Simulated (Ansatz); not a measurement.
Values for one crystal, relaxed and computed with r²SCAN in the plane-wave PAW code Ansatz; other levels are named.

- Volume per atom: 22.73 Å³
- Electronic character: metallic (no gap)
- Density of states at the Fermi level: 0.45 states/eV per atom (mean over ±0.08 eV)
- Formation energy from the elements (no fitted shifts): -1.00 eV/atom

Which of these materials gives this?
(A) Pd3S, Cmcm (Pd on 8g, Pd on 4b, S on 4c)
(B) GePd2, P-62m (Ge on 2c, Ge on 1b, Pd on 3g, Pd on 3f)
(C) GePt, Pnma (Ge on 4c, Pt on 4c)
(D) YGe, Cmcm (Y on 4c, Ge on 4c)

D, YGe, Cmcm (Y on 4c, Ge on 4c)

The first step of the workflow began from a Materials Project structure, measured or hypothetical; the Crystallography Open Database copy checked does not list it. Its standing as an ambient phase is unchecked. The cell was relaxed with r²SCAN under the symmetry of its start; its stability against distortions is not shown here. The run is not spin-polarised. The references are the lowest solids computed at this level, not always the standard phases. Scalar-relativistic: spin–orbit coupling is off unless named, which matters more the heavier the elements.

Potentials: the earlier of the program's two PAW sets.
